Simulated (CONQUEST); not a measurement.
Consider a self-consistent single point of Te (P1, 4 atoms in the cell; from Materials Project mp-1178952, changed as shown).

```yaml
crystal:
  lattice:
    - [3.13077, 0.00000, 0.00000]
    - [0.00000, 4.74291, 0.00000]
    - [0.00000, 0.00000, 8.98561]
  atoms:
    - { symbol: Te, position: [0.49301, 0.54175, 0.76411] }
    - { symbol: Te, position: [0.50240, 0.44327, 0.25874] }
    - { symbol: Te, position: [0.49815, 0.00019, 0.00739] }
    - { symbol: Te, position: [0.50644, 0.01478, 0.50976] }
```

All values come from this method and carry its errors: LDA (PW92), numerical atomic orbitals double-zeta with polarisation (the shipped basis), PseudoDojo norm-conserving potentials made for LDA run with CONQUEST.

CONQUEST settings:

- basis = DZP
- Diag.MPMeshX, Y, Z = 8 6 4
- potentials = PseudoDojo norm-conserving LDA
- Grid.GridCutoff = 175 Ha
- DM.SolutionMethod = diagon
- Diag.kT = 0.004998 Ha
- Diag.GammaCentred = true
- minE.SCTolerance = 1.0e-06
- SC.MaxIters = 100
- SC.LinearMixingFactor = 0.5
- SC.KerkerPreCondition = true
- SC.KerkerFactor = 0.1 1/bohr
- AtomMove.TypeOfRun = static

Results:

```
Quantity                                                  Result
------------------------------------------------  --------------
Number of valence electrons                                   64
Number of bands                                               72
Number of k-points after the program's reduction             140
Size of the basis                                             72
Number of SCF iterations                                       6
FFT grid                                           36 × 60 × 108
Free energy E − TS                                -11387.3253 eV
Fermi level (on the code's own zero)                    -4.25 eV
Pressure                                               -1.99 GPa
Largest force (vector length)                         0.471 eV/Å
```

Forces (eV/Å):
```json
[
 {"atom": "Te1", "Fx": "0.007", "Fy": "0.013", "Fz": "-0.148"},
 {"atom": "Te2", "Fx": "0.015", "Fy": "0.470", "Fz": "-0.020"},
 {"atom": "Te3", "Fx": "-0.014", "Fy": "-0.211", "Fz": "0.039"},
 {"atom": "Te4", "Fx": "-0.003", "Fy": "-0.277", "Fz": "0.123"}
]
```

Stress (GPa, positive for compression):
```
-2.17   0.00   0.00
 0.00  -2.13   0.19
 0.00   0.19  -1.68
```

For comparison: a first run was changed to give this one (atoms moved at random), and from it to this one the free energy goes up by 6.3 meV/atom, the pressure goes from -2.20 to -1.99 GPa and the largest force goes from 0.211 to 0.471 eV/Å.

The program uses no crystal symmetry, so grid and mesh can part values that symmetry would make equal. The atom-centred basis is finite, which shifts total energies, pressures and forces against plane waves. The structure comes from a collection of computed structures, made at another level of theory; the collection holds predicted forms beside known ones. No clean gap shows at this smearing width and mesh (spacing up to 0.25 Å⁻¹); the mesh is coarse for partly filled bands, so the values carry mesh errors. Semi-local functionals can close small gaps.

Cost on one core: very roughly 30 core-seconds.
